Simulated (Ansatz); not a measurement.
Input and command of a plane-wave DFT calculation in Ansatz:

```yaml
crystal:
  lattice:
    - [3.6152368082, 0.0, 0.0]
    - [0.0, 3.6152368082, 0.0]
    - [0.0, 0.0, 3.6164416475]
  atoms:
    - { symbol: V, position: [0.0, 0.0, 0.0], spin: 0.5 }
    - { symbol: "Y", position: [0.5, 0.5, 0.5] }
basis:
  ecutwfc: 420
kpoints:
  mp_grid: { grid: [14, 14, 10] }
hamiltonian:
  xc: pbe
scf:
  occupations: { method: gaussian, width: 0.1 }
  lower_state_search: "off"
output:
  forces: true
  stress: true
  eigenvalues: true
  populations: true
magnetization:
  spin_polarized: true
```

```bash
ansatz run input.yaml --threads 1 --pin off --max-ram 2560MiB --backend cpu --events-out ev --progress --plain --runs-dir out
```

Processor: Intel(R) Xeon(R) 6975P-C (Granite Rapids), 1 thread, on a host shared with other jobs.

Q: How long does it run, and how much memory does it take?

A: About 21 s on 1 thread of Intel(R) Xeon(R) 6975P-C (Granite Rapids) (shared host), peak memory 0.56 GiB. It solves 17 bands at 216 k points (the mesh reduced by the symmetry that the task leaves, which can be less than the crystal's) with about 925 plane waves, in 20 SCF iterations.
